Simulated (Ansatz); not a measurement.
MgH₂ (rutile)

```
CELL_PARAMETERS angstrom
      4.51729     0.00000     0.00000
      0.00000     4.51729     0.00000
      0.00000     0.00000     3.01286
ATOMIC_POSITIONS crystal
  Mg 0.00000 0.00000 0.00000
  Mg 0.50000 0.50000 0.50000
  H  0.30441 0.30441 0.00000
  H  0.80441 0.19559 0.50000
  H  0.19559 0.80441 0.50000
  H  0.69559 0.69559 0.00000
```

The slice is a (010) plane (indices of the conventional cell) through the point (0.304, 0.304, 0.000) (fractional), spanned by u = [001] and v = [100] in vectors of this cell: u (3.01 Å) and v (4.52 Å, at 90° to u). It covers one period; positions are fractions (u, v).

Computed with PBE (plane waves to 420 eV, PAW, scalar-relativistic; Ansatz, a program for electronic structure). k mesh 7×7×11. These are valence fields of a PAW run, semicore shells included where kept as valence: close to a nucleus they are smooth pseudo fields. MgH2 was relaxed with its symmetry unable to fall.

Predict the map of the valence electron density on the slice.


| v \ u | 0.00 | 0.15 | 0.31 | 0.46 | 0.62 | 0.77 | 0.92 |
|---|---|---|---|---|---|---|---|
| 0.90 | -0.2 | -0.5 | -1.0 | -1.3 | -1.2 | -0.7 | -0.3 |
| 0.80 | -0.8 | -1.0 | -1.2 | -1.3 | -1.3 | -1.1 | -0.9 |
| 0.70 | -1.2 | -1.2 | -1.1 | -1.0 | -1.1 | -1.2 | -1.2 |
| 0.60 | -1.4 | -1.2 | -0.8 | -0.6 | -0.7 | -1.0 | -1.3 |
| 0.50 | -1.3 | -1.1 | -0.7 | -0.3 | -0.4 | -0.9 | -1.3 |
| 0.40 | -1.3 | -1.2 | -0.8 | -0.5 | -0.6 | -1.0 | -1.3 |
| 0.30 | -1.2 | -1.2 | -1.0 | -0.8 | -0.9 | -1.1 | -1.2 |
| 0.20 | -0.8 | -0.9 | -1.0 | -0.9 | -0.9 | -1.0 | -0.8 |
| 0.10 | -0.2 | -0.5 | -0.9 | -1.0 | -1.0 | -0.7 | -0.3 |
| 0.00 | 0.3 | -0.2 | -0.8 | -1.2 | -1.0 | -0.5 | 0.1 |

Values: log₁₀ of the valence density in e/Å³. The scale is logarithmic, as a density can span decades between atoms and voids.
